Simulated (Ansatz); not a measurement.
# ZrGe2, first-principles data

ZrGe2:
```
ZrGe2
1.0
   -1.72760     1.72760     4.62782
    1.72760    -1.72760     4.62782
    1.72760     1.72760    -4.62782
Zr Ge
1 2
Direct
  0.00000   0.00000   0.00000
  0.32324   0.32324   0.00000
  0.67676   0.67676   0.00000
```

Space group I4/mmm (No. 139), MoSi2 or CaC2 type; conventional cell a = 3.4552 Å, b = 3.4552 Å, c = 9.2556 Å, α = 90.00°, β = 90.00°, γ = 90.00°.

Method: PBE (plane waves, PAW; program Ansatz). Geometry: relaxed at this level of theory. Other levels are named where they apply.

### Cell and energy

Volume per atom: 18.42 Å³
Density: 7.11 g/cm³
Formation energy from the elements (no fitted shifts): -0.34 eV/atom

### Electronic structure

- Electronic character = metallic (no gap)
- Density of states at the Fermi level = 1.3 states/eV per atom (mean over ±0.08 eV)

### Mechanics

Bulk modulus (Birch–Murnaghan fit): 104 GPa
Pressure derivative B′: 4.7

The cell is a constructed one: a structure type filled with these elements; neither database checked (COD, Materials Project) lists it. COD files the formula under space group No. 63, so this cell is another polymorph or a model. Whether it is the stable phase at ambient conditions was not checked. The cell was relaxed with PBE under the symmetry of its start; whether a distortion lowers the energy is not shown. No spin polarisation was allowed. The references are the lowest solids computed at this level, not always the standard phases. Scalar-relativistic: spin–orbit coupling is off unless named, which matters more the heavier the elements.

Potentials: the later of the program's two PAW sets.
